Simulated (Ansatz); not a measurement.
KTaO3 (cubic perovskite, space group No. 221) under volume change, r²SCAN (plane waves, PAW; program Ansatz), scaled uniformly.

```json
[
 {"V (Å³/atom)": "11.555", "E − E(relaxed) (meV/atom)": "(withheld)", "P (GPa)": "(withheld)"},
 {"V (Å³/atom)": "11.936", "E − E(relaxed) (meV/atom)": "(withheld)", "P (GPa)": "(withheld)"},
 {"V (Å³/atom)": "12.317", "E − E(relaxed) (meV/atom)": "7.9", "P (GPa)": "6.84"},
 {"V (Å³/atom)": "12.698", "E − E(relaxed) (meV/atom)": "0.0", "P (GPa)": "0.00"},
 {"V (Å³/atom)": "13.079", "E − E(relaxed) (meV/atom)": "7.1", "P (GPa)": "-5.81"},
 {"V (Å³/atom)": "13.460", "E − E(relaxed) (meV/atom)": "26.9", "P (GPa)": "-10.75"},
 {"V (Å³/atom)": "13.841", "E − E(relaxed) (meV/atom)": "57.6", "P (GPa)": "-14.94"}
]
```

Problem. Fill in the missing entries.

Solution. 
- 11.555, E − E(relaxed) (meV/atom): 79.9
- 11.555, P (GPa): 24.38
- 11.936, E − E(relaxed) (meV/atom): 33.5
- 11.936, P (GPa): 14.90

Problem. What does a third-order Birch–Murnaghan fit give for V₀, B₀ and B′?

Solution. V₀ = 12.70 Å³/atom, B₀ = 210 GPa, B′ = 4.4.

Space group Pm-3m (cubic perovskite). Symmetry was held in the r²SCAN relaxation; phonons on a q-mesh show no instability. The run is not spin-polarised. Scalar-relativistic: spin–orbit coupling is off unless named, which matters more the heavier the elements.

Potentials: the earlier of the program's two PAW sets.
